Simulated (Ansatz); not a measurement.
A geometry of BaS2 away from equilibrium: step 4 of the relaxation of a relaxed BaS2 cell, doubled along one cell vector, shaken by Gaussian noise of σ = 0.08 Å a coordinate. Computed with r2SCAN (plane waves to 500 eV, PAW, scalar-relativistic; Ansatz, a quantum-chemistry and plane-wave program). Γ-centred k-mesh 3×4×3 on the run's cell (coarser than for final values), Fermi–Dirac smearing 0.05 eV. The plane waves were selected for a different cell earlier on the path.

```yaml
crystal:
  lattice:
    - [9.84346, 0.02790, 0.01566]
    - [0.01567, 5.39523, -0.00587]
    - [0.01525, -0.01018, 9.75704]
  atoms:
    - { symbol: Ba, position: [0.24974, 0.07484, 0.99891] }
    - { symbol: Ba, position: [0.74974, 0.92538, 0.00502] }
    - { symbol: S, position: [0.97101, 0.31748, 0.96815] }
    - { symbol: S, position: [0.52451, 0.31986, 0.04175] }
    - { symbol: S, position: [0.02825, 0.68140, 0.03791] }
    - { symbol: S, position: [0.47605, 0.68215, 0.96305] }
```

Task: What forces act on the atoms (eV/Å)?

Result: 
```tsv
atom	Fx	Fy	Fz
Ba1	-0.01	0.17	0.01
Ba2	0.04	-0.17	0.01
S3	0.21	0.69	0.14
S4	-0.15	0.63	-0.17
S5	-0.19	-0.68	-0.14
S6	0.10	-0.65	0.17
```

The path ends in C2/m (No. 12). The relaxed cell holds bonded S–S pairs (2.13 Å). No spin polarisation in the result. No dispersion correction is included, so spacings between layers, chains or molecules are soft and tend to come out too large.

The end of the path is a generated cell of BaS2: the first start was made by a random draw of sites in a space group, and the end was not matched to a known phase here, so it may be hypothetical.
